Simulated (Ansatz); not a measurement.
A distorted cell of CsCdCl₃ (cubic perovskite):

```xyz
10
Lattice="10.2262 0.0000 0.0000 5.1131 5.1131 0.0000 0.0000 0.0000 5.1131" Properties=species:S:1:pos:R:3 pbc="T T T"
Cs     0.0135     0.0000     0.0000
Cs     5.0996     0.0000     0.0000
Cd    12.7828     2.4566     2.5566
Cd     7.6697     2.6566     2.5566
Cl    10.2262     2.5566     2.5566
Cl     5.1131     2.5566     2.5566
Cl     2.5566     0.0000     2.5566
Cl     7.6697     0.0000     2.5566
Cl    12.7828     2.5648     0.0000
Cl     7.6697     2.5483     0.0000
```

These are LDA (plane waves to 420 eV, PAW, scalar-relativistic; Ansatz, an electronic-structure program) values and carry that method's errors. k mesh 7×7×7 (Γ-centred), Fermi-Dirac smearing 0.05 eV. Stress and pressure are positive under compression. CsCdCl3 was relaxed with its symmetry unable to fall.

**Question.** Predict the force on every atom, in eV/Å.

**Answer.** 
| atom | Fx | Fy | Fz |
|---|---|---|---|
| Cs1 | -0.127 | 0.000 | 0.000 |
| Cs2 | 0.127 | 0.000 | 0.000 |
| Cd3 | 0.000 | 0.818 | 0.000 |
| Cd4 | 0.000 | -0.818 | 0.000 |
| Cl5 | 0.000 | 0.000 | 0.000 |
| Cl6 | 0.000 | 0.000 | 0.000 |
| Cl7 | 0.000 | 0.000 | 0.000 |
| Cl8 | 0.000 | 0.000 | 0.000 |
| Cl9 | 0.000 | -0.021 | 0.000 |
| Cl10 | 0.000 | 0.021 | 0.000 |

**Question.** What is the stress tensor (GPa)?

**Answer.** 
```
  -0.04     0.00     0.00
   0.00     0.45     0.00
   0.00     0.00    -0.04
```
The pressure, a third of the trace, is 0.12 GPa.

(For displaced atoms, the force is minus the slope of the energy, and its curvature is a force constant, which sets phonon frequencies.)
